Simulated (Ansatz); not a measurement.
CuI (zinc blende)

```
CuI
1.0
    0.00000     3.01151     3.01151
    3.01151     0.00000     3.01151
    3.01151     3.01151     0.00000
I Cu
1 1
Direct
  0.75000   0.75000   0.75000
  0.00000   0.00000   0.00000
```

The slice is a {110} plane (indices of the conventional cell) through the point (0.750, 0.750, 0.750) (fractional), spanned by u = [100] and v = [1 -1 -1] in vectors of this cell: u (4.26 Å) and v (6.02 Å, at 90° to u). It covers one period; positions are fractions (u, v).

All values below come from r2SCAN (plane waves to 500 eV, PAW, scalar-relativistic; Ansatz, a first-principles code). k mesh 10×10×10. Inside the PAW spheres the values are not all-electron values, and peaks at nuclei hang on which shells count as valence. CuI is run without spin polarisation. CuI was relaxed with its symmetry unable to fall. Spin-orbit coupling is left out, though I is heavy.

The ELF has a maximum in the middle third of the I–Cu line. Where, and how high?

0.70, 1.1 Å from I.

What is the valence density on the shortest I–Cu line in this plane (2.61 Å), at its minimum between the atoms?

0.37 e/Å³.

What is the ELF at the density minimum of the shortest I–Cu line in this plane (2.61 Å)?

0.2.

Sketch the electron localisation function (ELF) on this plane as a map.


```
|xxx789963111369987xx|
|xx68998321112389986x|
|67899942122212499987|
|88999621223221269998|
|999973123xxx32137999|
|99974112xxxxx2114799|
|88642123xxxxx3212468|
|44322123xxxxx3212234|
|211112223xxx32221111|
|00011222233322221100|
|00001222222222221000|
|00001111111111111000|
|00000111111111110000|
|00000001111111000000|
|00000000001000000000|
|00000000000000000000|
|00000000000000000000|
|00000000000000000000|
|21100000000000000011|
|44321000000000001234|
|88764200000000024678|
|99987521000001257899|
|99999852000002589999|
|88899974100014799988|
|67889986200026899887|
|xx68899731013799886x|
|xxx789974111479987xx|
|xxx689973111379986xx|
```
Scale: ten equal steps from 0.01 (start of '0') to 0.70 (end of '9'), in the order '0123456789'. Values: electron localisation function (ELF). The map has 20 points along u (one character each, u = 0 at the left) and 28 along v (v = 0 in the bottom row). Points within 0.5 Å of a nucleus are blanked (x), as the pseudised field means little there.
